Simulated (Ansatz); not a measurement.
NaAuS₂, a known structure type with other elements, at an estimated volume

```
CELL_PARAMETERS angstrom
4.38316 0.00000 0.00000
2.19158 -6.39820 0.00000
0.00000 0.00000 -6.39651
ATOMIC_POSITIONS crystal
Na 0.31200 0.37600 0.75000
Na 0.68800 0.62400 0.25000
Au 0.98400 0.03200 0.75000
Au 0.01600 0.96800 0.25000
S 0.11800 0.76400 0.00000
S 0.88200 0.23600 0.50000
S 0.88200 0.23600 0.00000
S 0.11800 0.76400 0.50000
```

Method: m-r2SCAN, no spin polarisation; PAW, plane waves to 500 eV, 6×6×4 Γ-centred mesh, fermi-dirac occupations (width 0.0606 eV) (Ansatz 0.2.0), atoms fixed.

(1) How is the charge shared?

(2) Which atom feels the largest force, and which way?

(3) Is the cell too large or too small?

(4) What is the character of the valence top and the conduction bottom?

(5) What is the band gap?

(6) Is it stable against the elements?

Origin: a known structure type with other elements, at an estimated volume, so it need not be a known compound. Caveats: no spin-orbit coupling, which can shift this gap by tenths of an eV; atoms or cell far from equilibrium; m-r2SCAN is r2SCAN with a changed spin dependence that lowers moments.

Run time, from a saved density: 2 min on 2 threads of Arm Neoverse N1, on a shared host, peak memory 1.1 GiB. The time holds forces, stress, Bader, DOS, bands, ELF.

## Answers

(1) Bader charges in e: Na +0.87, Au +0.34, S -0.60. In the mean Na gives up most and S takes most.

(2) The largest is on Au3 (and as large on other atoms): 8.03 eV/Å, components (0.00, 8.03, 0.00). It makes 129° with the line to a nearest neighbour, S6 at 2.06 Å.

(3) The pressure is 19.8 GPa (compression positive), so with the atoms held at these fractions the cell would first expand; the forces are large, so a full relaxation may end otherwise. The principal stresses 2.2, 22.9, 34.2 GPa differ, so its shape would change too.

(4) Within 0.7 eV of the edges, the states project mainly on S p (81 %) and Au d (17 %) below the gap and on S p (55 %) and Au d (24 %) above it.

(5) The gap is 0.62 eV, indirect (the least direct gap found is 1.26 eV). A semilocal functional usually gives too small a gap.

(6) -0.13 eV an atom against the elements' usual phases (free molecules for gases, crystals otherwise, with no correction for O₂ or N₂), so it is bound against them; other compounds may still compete. Relaxing would lower it.
